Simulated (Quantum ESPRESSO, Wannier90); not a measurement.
**Wannier functions of CsI (rock salt)**

Materials Project entry mp-614603; symmetrised, unrelaxed at this level. Not found in the COD (Crystallography Open Database) copy used, which has the formula in other groups; not checked further. Computed values, not measurements, from PBEsol: Quantum ESPRESSO (norm-conserving PseudoDojo potentials, cutoff 56 Ry, no spin polarisation, no spin-orbit coupling) on a Γ-centred 8×8×8 mesh, then Wannier90. Density: 8×8×8 mesh, cold smearing 0.01 Ry. Spin-orbit coupling is left out although heavy elements are present.

```
begin unit_cell_cart
ang
    0.0000000000    3.9050800000    3.9050800000
    3.9050800000    0.0000000000    3.9050800000
    3.9050800000    3.9050800000    0.0000000000
end unit_cell_cart
mp_grid = 8 8 8
```

Q: Which shells of neighbouring k-points and which b-vectors and weights does Wannier90 pick for this cell and mesh?

A: 
```
 *---------------------------------- K-MESH ----------------------------------*
 +----------------------------------------------------------------------------+
 |                    Distance to Nearest-Neighbour Shells                    |
 |                    ------------------------------------                    |
 |          Shell             Distance (Ang^-1)          Multiplicity         |
 |          -----             -----------------          ------------         |
 |             1                   0.174177                      8            |
 |             2                   0.201122                      6            |
 |             3                   0.284430                     12            |
 |             4                   0.333523                     24            |
 |             5                   0.348354                      8            |
 |             6                   0.402244                      6            |
 |             7                   0.438336                     24            |
 |             8                   0.449723                     24            |
       ... (lines left out)
 +----------------------------------------------------------------------------+
 | The b-vectors are chosen automatically                                     |
 | The following shells are used:                       1                     |
 +----------------------------------------------------------------------------+
 |                        Shell   # Nearest-Neighbours                        |
 |                        -----   --------------------                        |
 |                          1               8                                 |
 +----------------------------------------------------------------------------+
 | Completeness relation is fully satisfied [Eq. (B1), PRB 56, 12847 (1997)]  |
 +----------------------------------------------------------------------------+
 |                  b_k Vectors (Ang^-1) and Weights (Ang^2)                  |
 |                  ----------------------------------------                  |
 |            No.         b_k(x)      b_k(y)      b_k(z)        w_b           |
 |            ---        --------------------------------     --------        |
 |             1         0.100561    0.100561   -0.100561    12.360901        |
 |             2         0.100561   -0.100561    0.100561    12.360901        |
 |             3        -0.100561    0.100561    0.100561    12.360901        |
 |             4         0.100561    0.100561    0.100561    12.360901        |
 |             5        -0.100561   -0.100561    0.100561    12.360901        |
 |             6        -0.100561    0.100561   -0.100561    12.360901        |
 |             7         0.100561   -0.100561   -0.100561    12.360901        |
 |             8        -0.100561   -0.100561   -0.100561    12.360901        |
```
